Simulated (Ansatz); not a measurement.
AlPd:
```yaml
crystal:
  lattice:
    - [0.00000, 2.56518, 2.56518]
    - [2.56518, 0.00000, 2.56518]
    - [2.56518, 2.56518, 0.00000]
  atoms:
    - { symbol: Pd, position: [0.00000, 0.00000, 0.00000] }
    - { symbol: Al, position: [0.50000, 0.50000, 0.50000] }
```

Relaxed with PBE. Special points in fractions of this cell's reciprocal vectors: Γ (0.000, 0.000, 0.000); X (0.500, 0.000, 0.500); U (0.625, 0.250, 0.625); K (0.375, 0.375, 0.750); L (0.500, 0.500, 0.500); W (0.500, 0.250, 0.750).

### Question
List the band energies nearest the Fermi level at these points for PBE (plane waves, PAW; program Ansatz).

### Answer
In eV from the Fermi level; about four levels below and three above (degenerate sets whole), none deeper than 8.9 eV; … stands for higher levels left out; points with the same levels are listed once.

```
k                          below           above
-  -----------------------------  --------------
Γ  -3.65 -3.65 -3.65 -3.61 -3.61  5.47 5.47 5.47
X        -3.00 -2.50 -2.50 -0.19  1.47 1.47 5.44
U        -3.65 -2.65 -1.17 -0.93  0.03 2.88 6.57
L  -4.24 -4.24 -2.75 -2.75 -1.27  6.64 6.64 6.78
W        -2.50 -0.48 -0.28 -0.28          0.66 …
```

Space group Fm-3m (rock salt). The start of the workflow was typed in or built on a structure type; neither database checked (COD, Materials Project) lists it. Its standing as an ambient phase is unchecked. The cell was relaxed with PBE under the symmetry of its start; whether a distortion lowers the energy is not shown. No spin polarisation was allowed. Scalar-relativistic: spin–orbit coupling is off unless named, which matters more the heavier the elements.

Potentials: the later of the program's two PAW sets.
